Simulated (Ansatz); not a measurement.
**Notes on Sb2Br4O**

```yaml
crystal:
  lattice:
    - [0.00000, 4.89288, 0.00000]
    - [4.89288, 0.00000, 0.00000]
    - [2.44644, 2.44644, -8.58166]
  atoms:
    - { symbol: Br, position: [0.32751, 0.32751, 0.34498] }
    - { symbol: Br, position: [0.67249, 0.67249, 0.65502] }
    - { symbol: O, position: [0.50000, 0.50000, 0.00000] }
    - { symbol: Sb, position: [0.13680, 0.13680, 0.72640] }
    - { symbol: Sb, position: [0.86320, 0.86320, 0.27360] }
    - { symbol: Br, position: [0.50000, 0.00000, 0.00000] }
    - { symbol: Br, position: [0.00000, 0.50000, 0.00000] }
```

Level: PBE, no spin polarisation; 420 eV; 7×7×7 Γ-centred mesh; cold occupations (width 0.2699 eV); Ansatz 0.2.0, fixed geometry.

Is it stable against the elements?

0.36 eV an atom against the elements' usual phases (free molecules for gases, crystals otherwise, with no correction for O₂ or N₂), so at this geometry it isn't bound against them. Relaxing would lower it.

Where is the largest force?

The largest is on Br1 (and as large on other atoms): 0.82 eV/Å, components (0.00, 0.00, -0.82). It makes 180° with the line to a nearest neighbour, O3 at 2.96 Å, pointing away from it.

How is the charge shared?

Bader charges in e: Sb +0.79, Br -0.42 to -0.08, O -0.56. In the mean Sb gives up most and O takes most.

Metal or insulator?

It is a metal, with about 5.9 states/eV a cell as the mean within 0.25 eV of the Fermi level, mostly Sb p (59 %), Br p (24 %) and O p (13 %).

Origin: a known structure type with other elements, at an estimated volume, so it need not be a known compound. Caveats: many states at the Fermi level without spin polarisation, so a magnetic state may lie lower; wide smearing.
